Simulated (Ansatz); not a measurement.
Input and command of a calculation in Ansatz (plane waves; scalar-relativistic PAW potentials unless the input names others):

```yaml
crystal:
  lattice:
    - [3.2709028869, 0.0, 0.0]
    - [-1.6354514434, 2.8326849934, 0.0]
    - [0.0, 0.0, 29.1847510368]
  atoms:
    - { symbol: W, position: [0.6666666667, 0.3333333333, 0.0] }
    - { symbol: W, position: [0.3333333333, 0.6666666667, 0.7734491541] }
    - { symbol: W, position: [0.3333333333, 0.6666666667, 0.2265508459] }
    - { symbol: Se, position: [0.3333333333, 0.6666666667, 0.0542851654] }
    - { symbol: Se, position: [0.6666666667, 0.3333333333, 0.8321842324] }
    - { symbol: Se, position: [0.6666666667, 0.3333333333, 0.2851570486] }
    - { symbol: Se, position: [0.3333333333, 0.6666666667, 0.9457148346] }
    - { symbol: Se, position: [0.6666666667, 0.3333333333, 0.7148429514] }
    - { symbol: Se, position: [0.6666666667, 0.3333333333, 0.1678157676] }
basis:
  ecutwfc: 420
kpoints:
  mp_grid: { grid: [12, 12, 1] }
hamiltonian:
  xc: pbesol
scf:
  occupations: { method: gaussian, width: 0.05 }
  max_iter: 50
output:
  forces: true
  eigenvalues: true
  Stress: true
```

```bash
ansatz run input.yaml --threads 2 --pin off --max-ram 5120MiB --backend cpu --events-out ev --progress --plain --runs-dir out
```

Problem. What is wrong with this input?

Solution. The program refuses it, because of a misspelt key (the key output.stress typed as Stress). With the key spelt rightly it is accepted.

Abridged log:
```
Error: YAML parse error: error: line 28 column 3: unknown field `Stress`, expected one of write_density, write_potential, write_potential_components, volumetric_format, write_bands, fatbands, populations, hubbard, elf, band_densities, bader, dos, optics, efg, charged_corrections, wannier, polarization, topological_invariants, transmission, current_voltage, crpa, pair_interaction, rpa_energy, embedding, core_levels, xc_energy_on_converged_density, boltztrap, local_orbitals, orbitals, eigenstates, states_by_energy, atomic_orbital_hamiltonian, active_space, given_orbital_levels, support_matrices, ...
  --> <input>:28:3
   |
26 |   forces: true
27 |   eigenvalues: true
28 |   Stress: true
   |   ^ unknown field `Stress`, expected one of write_density, write_potential, write_potential_components, volumetric_format, write_bands, fatbands, populations, hubbard, elf, band_densities, bader, dos, optics, efg, charged_corrections, wannier, polarization, topological_invariants, transmission, current_voltage, crpa, pair_interaction, rpa_energy, embedding, core_levels, xc_energy_on_converged_density, boltztrap, local_orbitals, orbitals, eigenstates, states_by_energy, atomic_orbital_hamiltonian, active_space, given_orbital_levels, support_matrices, forces, stress, cutoff_correction, eigen ...
```